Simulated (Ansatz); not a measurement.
The start is a generated cell, Sn built in the diamond structure type. A full variable-cell relaxation at zero pressure is run with PBE (plane waves to 420 eV, PAW, scalar-relativistic; Ansatz, a program for electronic structure). First-step values are on the input's coarse k-mesh.

Ansatz input (later rounds restart from its end on a renewed k-mesh):
Ansatz 0.2 input:
```yaml
crystal:
  lattice:
    - [0, 3.048241, 3.048241]
    - [3.048241, 0, 3.048241]
    - [3.048241, 3.048241, 0]
  atoms:
    - { symbol: Sn, position: [0.25, 0.25, 0.25] }
    - { symbol: Sn, position: [0, 0, 0] }
basis: { ecutwfc: 420, ecutrho_ratio: 4, xc_grid: 2, fft_grid_basis: typed }
kpoints: { mp_grid: { grid: [9, 9, 9] } }
hamiltonian:
  xc: pbe
  dispersion: none
  pseudopotentials: { azcp: { folder: ./paw }, kind: paw }
scf: { occupations: { method: fermi_dirac, width: 0.05 } }
relax: { f_tol: 0.01, max_steps: 100, cell: { stress_tol: 0.02 } }
output: { forces: true, stress: true }
```

```yaml
initial_pressure: "+17.8 GPa (positive: the cell is compressed)"
outcome: The space group stays Fd-3m (No. 227) (the run could not lower it); the end is diamond type, with 2 atoms in the primitive cell
energy_released: 0.37 eV/atom
volume_change: +30.2 %, from 28.32 to 36.88 Å³/atom
Shortest distances (start → end): "The closest pairs of elements (up to four, under 3.6 Å), start → end: Sn–Sn 2.64 → 2.88 Å"
band_gap_at_the_end: zero (metallic)
optimiser_moves: 5
```

Final values are on a 12×12×12 k-mesh of the relaxed cell. No spin polarisation in the result.

The run could not lose the symmetry of its start.

All atoms sit on sites fixed by symmetry, so only the cell could relax.
